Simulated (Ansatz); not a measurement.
A plane-wave DFT run in Ansatz 0.2.0 (scalar-relativistic PAW potentials unless the input names others): input and command.

```yaml
crystal:
  lattice:
    - [-1.5740110367, 1.5740110367, 6.5734881205]
    - [1.5740110367, -1.5740110367, 6.5734881205]
    - [1.5740110367, 1.5740110367, -6.5734881205]
  atoms:
    - { symbol: Ti, position: [0.0, 0.0, 0.0] }
    - { symbol: In, position: [0.6498867387, 0.6498867387, 0.0] }
    - { symbol: In, position: [0.3501132613, 0.3501132613, 0.0] }
basis:
  ecutwfc: 420
kpoints:
  mp_grid: { grid: [20, 20, 20] }
hamiltonian:
  xc: pbe
  hubbard: { sites: [{ species: Ti, l: d, u_eff: 6.0 }], double_counting: amf }
scf:
  occupations: { method: gaussian, width: 0.1 }
output:
  forces: true
  eigenvalues: true
  stress: true
```

```bash
ansatz run input.yaml --threads 1 --pin off --max-ram 2560MiB --backend cpu --events-out ev --progress --plain --runs-dir out
```

Abridged log:
```
Basis set: ecut = 420 eV, 1273 PW (Γ), FFT grids on a1+a3, a2+a3, a3, exchange–correlation on 48×48×96 points (8 copies of the dense FFT grid, shifted against one another)
Bands: 23, of which v1, the nominal top of the filled ones, is band 19 counted from 1 (18 counted from 0)
Symmetry: 16 space group operations
k-points: 641 of 8000
SCF iter   1: F=—  HF=-13697.352240 eV  |F-HF|=—  |Δ(HF+E_count)|=         —  Δρ=7.48e-2  dr2=1.67e1  ethr=3.10e-3  ⟨swp⟩=5.8  Hψ=69246  notcnv=0
SCF iter   2: F=—  HF=-13696.179236 eV  |F-HF|=—  |Δ(HF+E_count)|=    1.17e0  Δρ=4.23e-2  dr2=2.03e0  ethr=3.10e-3  ⟨swp⟩=3.0  Hψ=35552  notcnv=0
SCF iter   3: F=—  HF=-13696.027547 eV  |F-HF|=—  |Δ(HF+E_count)|=   1.52e-1  Δρ=2.31e-2  dr2=1.46e0  ethr=3.10e-3  ⟨swp⟩=2.2  Hψ=32936  notcnv=0
SCF iter   4: F=—  HF=-13696.101682 eV  |F-HF|=—  |Δ(HF+E_count)|=   7.41e-2  Δρ=1.07e-2  dr2=4.48e-2  ethr=3.10e-3  ⟨swp⟩=2.4  Hψ=22722  notcnv=0
SCF iter   5: F=—  HF=-13696.145138 eV  |F-HF|=—  |Δ(HF+E_count)|=   4.35e-2  Δρ=4.20e-3  dr2=2.42e-2  ethr=1.18e-4  ⟨swp⟩=2.2  Hψ=33394  notcnv=0
SCF iter   6: F=—  HF=-13696.146826 eV  |F-HF|=—  |Δ(HF+E_count)|=   1.69e-3  Δρ=1.71e-3  dr2=1.89e-3  ethr=6.37e-5  ⟨swp⟩=1.9  Hψ=17322  notcnv=0
SCF iter   7: F=—  HF=-13696.148749 eV  |F-HF|=—  |Δ(HF+E_count)|=   1.92e-3  Δρ=6.87e-4  dr2=3.18e-4  ethr=4.98e-6  ⟨swp⟩=2.0  Hψ=28396  notcnv=0
SCF iter   8: F=—  HF=-13696.148944 eV  |F-HF|=—  |Δ(HF+E_count)|=   1.95e-4  Δρ=2.76e-4  dr2=3.72e-5  ethr=8.38e-7  ⟨swp⟩=2.0  Hψ=27931  notcnv=0
SCF iter   9: F=—  HF=-13696.149049 eV  |F-HF|=—  |Δ(HF+E_count)|=   1.05e-4  Δρ=1.77e-4  dr2=2.32e-5  ethr=9.78e-8  ⟨swp⟩=2.1  Hψ=24598  notcnv=0
SCF iter  10: F=—  HF=-13696.149057 eV  |F-HF|=—  |Δ(HF+E_count)|=   8.94e-6  Δρ=3.88e-5  dr2=1.85e-6  ethr=6.10e-8  ⟨swp⟩=2.0  Hψ=27116  notcnv=0
SCF iter  11: F=—  HF=-13696.149058 eV  |F-HF|=—  |Δ(HF+E_count)|=   4.21e-7  Δρ=1.73e-5  dr2=4.07e-7  ethr=4.88e-9  ⟨swp⟩=2.2  Hψ=19082  notcnv=0
SCF iter  12: F=-13696.149058 eV  HF=-13696.149058 eV  |F-HF|=3.97e-8  |Δ(HF+E_count)|=   1.34e-8  Δρ=8.45e-6  dr2=5.49e-8  ethr=2.63e-10  ⟨swp⟩=5.9  Hψ=61440  notcnv=0
SCF 1 converged in 12 iterations: F = -13696.149058 eV  dr2 = 5.49e-8
SCF converged after 12 iterations
Free energy (F): -13696.149058 eV
Harris-Foulkes:  -13696.149058 eV  (|F-HF|=3.97e-8)
Internal energy: -13696.141159 eV  (E = F + TS)
E sigma→0 (E₀):  -13696.145109 eV
Entropy (-TS):   -0.007899 eV (-2.633 meV/atom)
Fermi energy:    12.463806 eV
DFT+U double counting: amf (around mean field; hamiltonian.hubbard.double_counting)
--- Forces (eV/Å), atoms counted from 1 ---
  atom   1  Ti     0.00000000     0.00000000     0.00000000
  atom   2  In     0.00000000     0.00000000     0.86576487
  atom   3  In     0.00000000     0.00000000    -0.86576487
--- Stress (GPa, compression-positive) ---
        4.021314       0.000000       0.000000
        0.000000       4.021314       0.000000
        0.000000       0.000000       3.763217
  P = ⅓ Tr σ = 3.9353 GPa (39.353 kbar)
Occupation matrices written to <dir>
```

Apart from outputs, empty bands and the relaxation, which only the reference makes, the input differs from a reference run on usual settings in hamiltonian.hubbard: not typed → {"sites": [{"species": "Ti", "l": "d", "u_eff": 6.0}], "double_counting": "amf"}. The reference, at the same geometry, ended its own course with pressure 0.01 GPa, largest force 0.001 eV/Å, no gap on the mesh. This run converged in 12 SCF iterations with an energy at zero smearing 280 meV/atom below the reference's (the Hamiltonian itself differs), pressure 3.94 GPa, largest force 0.866 eV/Å, no gap on the mesh.

The run took 80 s on 1 thread of Arm Neoverse V2 (shared host), peak memory 1.7 GiB.